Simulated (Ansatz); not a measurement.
**Bi-209 nuclear quadrupole resonance in Bi2Te3**

Cell: a Materials Project structure (computed, not necessarily an observed phase) whose atoms were relaxed with PBE, the cell held.

```cif
data_structure
_symmetry_space_group_name_H-M 'P 1'
_symmetry_Int_Tables_number 1
_cell_length_a 11.0509
_cell_length_b 11.0509
_cell_length_c 11.0509
_cell_angle_alpha 23.062
_cell_angle_beta 23.062
_cell_angle_gamma 23.062
_cell_volume 181.77
loop_
_atom_site_label
_atom_site_type_symbol
_atom_site_fract_x
_atom_site_fract_y
_atom_site_fract_z
_atom_site_occupancy
Bi1 Bi 0.60262 0.60262 0.60262 1
Bi2 Bi 0.39738 0.39738 0.39738 1
Te3 Te 0.78444 0.78444 0.78444 1
Te4 Te 0.00000 0.00000 0.00000 1
Te5 Te 0.21556 0.21556 0.21556 1
```

Sites (sets of like atoms) are named by element and the number of their first atom in this list.

Method: Kohn–Sham DFT in Ansatz, r2SCAN, plane waves and PAW, scalar-relativistic, 500 eV cutoff, Γ-centred 9×9×9 k-points, Fermi–Dirac smearing 0.01 eV.

Bi-209: I = 9/2, Q = -516.0 mb (year-2017 value). Static lattice, zero field.

Q: The simulated lines lie at 1.37, 2.75, 4.12, 5.49 MHz. What are |C_Q|, η and |V_zz| at Bi?

A: For I = 9/2 and η = 0 the lines are |C_Q|/24 times 1, 2, 3 and 4; η shifts the lowest up most. Here |C_Q| = 32.9 MHz, η = 0.00 and |V_zz| = 2.64 × 10²¹ V/m². The calculation gives V_zz positive; the lines don't show the sign. The site has 6 Te at 3.08–3.28 Å.

An axis of threefold or higher order runs through Bi, so V_zz lies along it and η is zero.

Spin–orbit coupling is left out, which shifts gradients on Bi by a few per cent in wide-gap crystals, and can shift them far more where the calculated gap is small or absent, as here. Newer work puts Q(²⁰⁹Bi) near −420 mb, which would lower these couplings by about a fifth.

Hardware: 1 thread of Arm Neoverse N1 (aarch64; 36 cores open to the job, memory cap 3.0 GiB, no GPU), a shared host with a load of 0.9 a core. Wall time 4.2 min, CPU time 4.2 min, peak memory 1.2 GiB.
